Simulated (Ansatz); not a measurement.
## HgTe (zinc blende): energy against volume

HgTe (zinc blende)

```
HgTe
1.0
    0.00000     3.28640     3.28640
    3.28640     0.00000     3.28640
    3.28640     3.28640     0.00000
Te Hg
1 1
Cartesian
  4.92960   4.92960   4.92960
  0.00000   0.00000   0.00000
```

This relaxed cell (volume V₀) is scaled evenly in all directions, its shape held. Symmetry pins the atoms to their sites.

Method: r2SCAN (plane waves to 500 eV, PAW, scalar-relativistic; Ansatz, a first-principles code). k mesh 12×12×12 (Γ-centred), Fermi-Dirac smearing 0.05 eV. Energies are smeared free energies. Stress and pressure are positive under compression. At this level the bands of HgTe touch or barely overlap. HgTe was relaxed with its symmetry unable to fall. Spin-orbit coupling is left out, though Hg and Te are heavy. ΔE is measured from the relaxed starting cell.

| V (Å³/cell) | ΔE (meV/atom) | P (GPa) |
|---|---|---|
| 63.89 | 55 | 5.5 |
| 65.31 | 34 | 4.1 |
| 66.73 | 18 | 2.9 |
| 68.15 | 8 | 1.8 |
| 69.57 | 2 | 0.9 |
| 70.99 | 0 | 0.0 |
| 72.41 | 2 | -0.8 |
| 73.83 | 7 | -1.4 |
| 75.25 | 14 | -2.0 |
| 76.67 | 24 | -2.5 |
| 78.09 | 37 | -3.0 |

Read from the data:

The pressure at the smallest volume comes out as 5.5 GPa and the energy cost of the largest compression is 55 meV/atom. The energy cost of the largest expansion comes out as 37 meV/atom, the bulk modulus B₀ (third-order Birch-Murnaghan fit) is 40.1 GPa and the pressure derivative B₀′ (fit) is 5.1. The equilibrium volume of the fit is 35.49 Å³/atom and the pressure for 5 % compression (fit) comes out as 2.3 GPa.

(A scan under strain: stresses follow from slopes of the energy per volume, elastic moduli from its curvatures.)
